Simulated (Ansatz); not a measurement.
# Ni: computed property card

Ni:
```yaml
crystal:
  lattice:
    - [2.28890, 0.00000, 0.00000]
    - [0.00000, 2.28890, 0.00000]
    - [0.00000, 0.00000, 2.28890]
  atoms:
    - { symbol: Ni, position: [0.00000, 0.00000, 0.00000] }
```
The run is spin-polarised; directions of the spins, atom by atom: ↑.

Space group Pm-3m (No. 221), simple cubic; conventional cell a = 2.289 Å, b = 2.289 Å, c = 2.289 Å, α = 90.00°, β = 90.00°, γ = 90.00°.

Method: PBEsol in the plane-wave PAW code Ansatz. Geometry: relaxed at this level of theory. Other levels are named where they apply.

Cell and energy:

- Volume per atom = 11.99 Å³
- Density = 8.13 g/cm³

Electronic structure:

- Electronic character = metallic (no gap)
- Density of states at the Fermi level = 1.9 states/eV per atom (mean over ±0.08 eV)

Magnetism:

- Magnetic order = ferromagnetic
- Net moment = 0.52 μB per atom

Mechanics:

- Bulk modulus (Birch–Murnaghan fit) = 164 GPa
- Pressure derivative B′ = 5.0
- Elastic constants (relaxed ions, GPa) = C11 = 412, C12 = 41.2, C44 = -37.0
- Mechanical stability = unstable (C has a negative eigenvalue)

The cell is a constructed one: a structure type filled with these elements; neither database checked (COD, Materials Project) lists it. It is not the phase usual at ambient conditions (space group No. 225). The PBEsol relaxation kept the symmetry of its start. Magnetic state: ferromagnetic, chosen from 3 collinear starts compared on coarse meshes (ties went to the first, and starts can fall back to one state), not a proven ground state. As this level gives no gap, shear constants depend on the k-mesh and smearing (Fermi–Dirac, 0.1 eV here). On the denser mesh and wider smearing of the elastic run this cell carries a stress of 0.4 GPa.

Potentials: the later of the program's two PAW sets.
